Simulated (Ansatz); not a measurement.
HfH2, DFT, LDA, all-electron PAW with datasets made for the crystal, scalar-relativistic (Ansatz 0.2.0), run on 1 thread of Arm Neoverse V2 on a shared host.

The cell comes from COD entry 2310961, which wasn't checked; take it as a given geometry. The listed cell was then made from it by scaling, straining or moving an atom.

Command: `ansatz run input.yaml --threads 1 --pin off --max-ram 4096MiB --backend cpu --events-out ev --progress --plain --runs-dir out`

```yaml
crystal:
  lattice:
    - [-1.7154971189, 1.7154971189, 2.1510301712]
    - [1.7154971189, -1.7154971189, 2.1510301712]
    - [1.7154971189, 1.7154971189, -2.1510301712]
  atoms:
    - { symbol: Hf, position: [0.0, 0.0, 0.0] }
    - { symbol: H, position: [0.75, 0.25, 0.5] }
    - { symbol: H, position: [0.25, 0.75, 0.5] }
kpoints:
  mp_grid: { grid: [12, 12, 12] }
scf:
  occupations: { method: fermi_dirac, width: 0.03 }
hamiltonian:
  xc: lda
  pseudopotentials: { kind: all_electron, datasets: crystal }
output:
  forces: true
  stress: true
  eigenvalues: true
  efg: { contact_densities: true }
```

Question: How large is the problem that the program sets up?

Answer: 163 irreducible k-points, 487 plane waves at Γ, 20 bands.

Question: About how long does it take, and how much memory does it use?

Answer: 25 s of wall time for 10 SCF iterations, with a peak of 0.76 GiB. Times on shared machines scatter by tens of per cent.

Question: And the same cell and mesh by PAW (frozen-core files), asked for forces, stress, eigenvalues, efg, on the same hardware?

Answer: 5.6 s, peak memory 0.39 GiB.
